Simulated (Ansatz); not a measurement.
Nb$_{3}$Br$_{8}$:
```cif
data_Br48Nb18
_chemical_formula_sum 'Nb18 Br48'
_space_group_name_H-M_alt 'R-3m :H'
_space_group_IT_number 166
_space_group_name_Hall '-R 3 2"'
_cell_length_a 6.95365
_cell_length_b 6.95365
_cell_length_c 37.89111
_cell_angle_alpha 90.000
_cell_angle_beta 90.000
_cell_angle_gamma 120.000
loop_
_atom_site_label
_atom_site_type_symbol
_atom_site_symmetry_multiplicity
_atom_site_Wyckoff_symbol
_atom_site_fract_x
_atom_site_fract_y
_atom_site_fract_z
_atom_site_occupancy
Nb1 Nb 18 h 0.06122 0.53061 0.08237 1
Br1 Br 6 c 0.00000 0.00000 0.36457 1
Br2 Br 6 c 0.00000 0.00000 0.21457 1
Br3 Br 18 h 0.32591 0.16296 0.04482 1
Br4 Br 18 h 0.16646 0.33291 0.12796 1
```
(The calculation used a cell of 22 atoms; values per cell refer to that cell.)

Relaxed with LDA.

Question: Which orbitals make up the states near the band edges in LDA (plane waves, PAW; program Ansatz)?

Answer: Top 1 eV of the valence band: Nb 4d 70 %, Br 4p 25 %. Bottom 1 eV of the conduction band: Nb 4d 79 %, Br 4p 18 %. Projections are on Löwdin-orthogonalised atomic valence shells; empty p or d shells of many metals are not among them.

Question: Tabulate the density of states.

Answer: States/eV per cell of 22 atoms, in 0.25 eV bins, energy from the valence-band maximum.

```
E (eV)  total  Br 4p  Nb 4d  Nb 5s
------  -----  -----  -----  -----
-7.18    0.00   0.00   0.00   0.00
-6.93    6.46   4.74   0.97   0.59
-6.68   17.81  12.99   3.12   1.11
-6.43   21.24  15.66   4.06   0.83
-6.18   20.97  16.59   3.06   0.64
-5.93   23.57  19.29   3.02   0.52
-5.68   16.53  13.65   1.98   0.33
-5.43   29.21  22.74   4.50   0.69
-5.18   18.90  14.74   2.99   0.38
-4.93   17.58  13.84   2.95   0.17
-4.68   21.68  17.66   3.39   0.10
-4.43   27.34  21.99   4.70   0.10
-4.18   25.98  21.13   4.25   0.10
-3.93   22.63  19.79   2.22   0.11
-3.68   24.00  21.41   1.97   0.09
-3.43   25.31  22.76   1.96   0.09
-3.18   14.84  13.51   1.03   0.05
-2.93   19.64  17.81   1.53   0.04
-2.68   12.47  11.34   0.97   0.02
-2.43   10.59   9.59   0.86   0.02
-2.18    7.24   6.84   0.32   0.01
-1.93   12.72   2.73   9.48   0.20
-1.68    3.28   0.72   2.40   0.04
-1.43    0.00   0.00   0.00   0.00
-1.18   24.82   3.37  20.77   0.15
-0.93    7.18   1.27   5.67   0.06
-0.68    0.00   0.00   0.00   0.00
-0.43    0.00   0.00   0.00   0.00
-0.18    7.89   2.01   5.46   0.10
0.07     4.21   1.27   2.82   0.01
0.32     3.90   1.21   2.59   0.01
0.57     0.00   0.00   0.00   0.00
0.82    20.55   2.83  17.16   0.04
1.07    11.45   2.07   8.96   0.06
1.32    11.43   1.83   8.16   0.08
1.57    26.69   5.46  18.67   0.09
1.82    23.04   5.17  16.38   0.05
2.07    19.81   4.37  13.91   0.11
2.32    17.83   4.56  11.31   0.10
2.57    17.71   4.42  11.35   0.15
2.82    15.53   4.13  10.01   0.09
3.07    10.37   2.97   6.46   0.07
3.32     1.93   0.53   1.03   0.15
3.57     0.56   0.06   0.03   0.28
3.82     0.90   0.11   0.05   0.40
4.07     1.33   0.18   0.07   0.55
4.32     1.83   0.23   0.10   0.74
4.57     4.17   0.40   0.21   1.43
4.82     7.66   0.65   0.32   2.12
```

The first step of the workflow began from a Materials Project structure, measured or hypothetical; the Crystallography Open Database files this formula in space group No. 166, but the cells were not matched. Its standing as an ambient phase is unchecked. The LDA relaxation kept the symmetry of its start; whether a distortion lowers the energy is not shown. The run is not spin-polarised. A crystal of weakly bound layers computed without a dispersion correction: the cell and the soft elastic constants depend strongly on that. Scalar-relativistic: spin–orbit coupling is off unless named, which matters more the heavier the elements.

Potentials: the earlier of the program's two PAW sets. The files were generated under PBE; for other functionals the program regenerates the frozen cores, and for LDA and PBEsol the local potential too.
